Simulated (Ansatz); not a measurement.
An Ansatz input:

```yaml
crystal:
  lattice:
    - [4.4127299422, 0.0, 0.0]
    - [-2.2063649711, 3.82153623, 0.0]
    - [0.0, 0.0, 2.7627717746]
  atoms:
    - { symbol: Re, position: [1.0, 1.0, 0.0] }
    - { symbol: Re, position: [0.3333333333, 0.6666666667, 0.5] }
    - { symbol: Re, position: [0.6666666667, 0.3333333333, 0.5] }
hamiltonian:
  xc: r2scan
  pseudopotentials:
    kind: paw
    azcp:
      Re: "pseudopotentials/Re.paw.azcp"
basis:
  ecutwfc: 500
  fft_grid_basis: typed
kpoints:
  mp_grid: { grid: [10, 10, 13], shift: [0, 0, 0] }
magnetization:
  spin_polarized: false
scf:
  occupations: { method: fermi_dirac, width: 0.1 }
  lower_state_search: "off"
output:
  stress: true
```

and its output:

```
Engine: ansatz 0.2.0, x86_64-unknown-linux-gnu
Pseudopotentials: kind: paw
Pseudopotential: Re, paw, valence charge 15, recommended cutoff 500 eV (meta_gga) 
Functional definition: r2SCAN
  parameter k0 = 0.174
  parameter k1 = 0.065
  parameter a1 = 4.9479
  exchange = r2scan_x(k0 = k0, k1 = k1, a1 = a1)
  correlation = r2scan_c
Crystal: 3 atoms, lattice volume = 46.590 Å³
Basis set: ecut = 500 eV, 1163 PW (Γ), exchange–correlation on 144×144×96 points (64 copies of the dense FFT grid, shifted against one another)
Bands: 27, of which v1, the nominal top of the filled ones, is band 23 counted from 1 (22 counted from 0)
Symmetry: 24 space group operations
Space group: P6/mmm (ITA 191), of the structure as read, at distance tolerance 3.6e-5 Å
k-points: 98 of 1300
Non-local potential: Re, projectors of the file, l = 0: 3, l = 1: 2, l = 2: 2, l = 3: 1
PAW form: soft (Blöchl's): semilocal exchange-correlation on the pseudo side does not see the compensation charge
PAW frozen core: Re, regenerated for the run's functional (the file was generated under x = pbe(κ = 0.804, μ = 0.2195149727645171), c = pbe(β = 0.06672455060314922))
PAW one-centre angular grid: Re, 590 points (default); XC on 160 Gauss nodes
Initial density: superposition of atomic densities (neutral atoms: chi_scale 0, normalization atom), corrected by the library's trained network
Initial wavefunctions: pseudopotential atomic-orbital guess
Functional: x = r2scan, c = r2scan; τ floored in thin density (d = 2e-4 eV/Å³)
SCF iter   1: F=-32641.822153 eV  HF=-32641.823600 eV  |F-HF|=1.45e-3  |Δ(HF+E_count)|=         —  Δρ=1.18e-2  dr2=7.24e-2  dr2_τ=2.24e-1  ethr=1.77e-3  ⟨swp⟩=5.4  Hψ=10510  notcnv=0
SCF iter   2: F=-32641.869463 eV  HF=-32641.866462 eV  |F-HF|=3.00e-3  |Δ(HF+E_count)|=   4.29e-2  Δρ=5.66e-3  dr2=7.89e-3  dr2_τ=5.96e-3  ethr=1.61e-4  ⟨swp⟩=2.2  Hψ=5007  notcnv=0
SCF iter   3: F=-32641.850620 eV  HF=-32641.874561 eV  |F-HF|=2.39e-2  |Δ(HF+E_count)|=   8.10e-3  Δρ=5.43e-3  dr2=2.88e-2  dr2_τ=3.19e-3  ethr=1.75e-5  ⟨swp⟩=2.4  Hψ=4717  notcnv=0  recentre
SCF iter   4: F=-32641.873308 eV  HF=-32641.872592 eV  |F-HF|=7.16e-4  |Δ(HF+E_count)|=   1.97e-3  Δρ=1.67e-3  dr2=4.14e-4  dr2_τ=7.59e-5  ethr=1.75e-5  ⟨swp⟩=2.0  Hψ=4095  notcnv=0
SCF iter   5: F=-32641.873452 eV  HF=-32641.873456 eV  |F-HF|=4.27e-6  |Δ(HF+E_count)|=   8.64e-4  Δρ=1.47e-4  dr2=1.05e-5  dr2_τ=4.77e-6  ethr=9.21e-7  ⟨swp⟩=2.0  Hψ=4959  notcnv=0
SCF iter   6: F=-32641.873458 eV  HF=-32641.873457 eV  |F-HF|=3.41e-7  |Δ(HF+E_count)|=   1.19e-6  Δρ=3.90e-5  dr2=1.59e-7  dr2_τ=1.11e-7  ethr=2.34e-8  ⟨swp⟩=2.0  Hψ=3671  notcnv=0
SCF iter   7: F=-32641.873458 eV  HF=-32641.873458 eV  |F-HF|=4.42e-9  |Δ(HF+E_count)|=   3.87e-7  Δρ=5.27e-6  dr2=5.98e-9  dr2_τ=2.43e-9  ethr=2.22e-10  ⟨swp⟩=4.5  Hψ=9865  notcnv=0
SCF 1 converged in 7 iterations: F = -32641.873458 eV  dr2 = 5.98e-9
SCF converged after 7 iterations
Free energy (F): -32641.873458 eV
Harris-Foulkes:  -32641.873458 eV  (|F-HF|=4.42e-9)
Internal energy: -32641.801338 eV  (E = F + TS)
E sigma→0 (E₀):  -32641.837398 eV
Entropy (-TS):   -0.072120 eV (-24.040 meV/atom)
Fermi energy:    22.383674 eV
--- Per-component energies (eV) ---
  E_band       = -323.589767
  E_kinetic    = 1618.430684
  E_local      = -2434.936567  (includes V_loc(G=0)·N_el)
  E_nonlocal   = 149.469415
  E_hartree    = 866.971065
  E_xc         = -1157.856081
  E_vxc        = -1018.073287  (∫ρ·V_xc dr)
  E_paw        = -26067.541201  (= ΣΔE_a)
  E_vpaw       = -425.606311  (= ΣTr[D̂ρ^β])
  E_aug_tail   = -0.000104  (compensation charges beyond the density's cutoff)
  E_vtau       = 53.182179  (kinetic-family band-sum trace: ∫τ·v_τ [+ j·A + Jᵃ·Aᵃ] dr)
  E_ewald      = -5614.925937
  E_core_change = -1.412612  (= ΣΔE_core)
  E_smearing   = -0.072120  (= −TS)
  E_closure    = 0.000000  (closes the sum)
  Σ components = -32641.873458   (vs F -32641.873458, Δ=0.00e0)
--- Stress (GPa, compression-positive) ---
      -13.511198      -0.000000       0.000000
       -0.000000     -13.511198       0.000000
        0.000000       0.000000     -12.752880
  P = ⅓ Tr σ = -13.2584 GPa (-132.584 kbar)
```

Command:

```sh
ansatz run input.yaml --threads 1 --pin off --max-ram 3584MiB --backend cpu --events-out ev --progress --plain --runs-dir out
```

On 1 thread of Intel(R) Xeon(R) Platinum 8259CL CPU @ 2.50GHz (Skylake/Cascade Lake) (shared host) this took about 24 s of wall time and 24 s of CPU time.
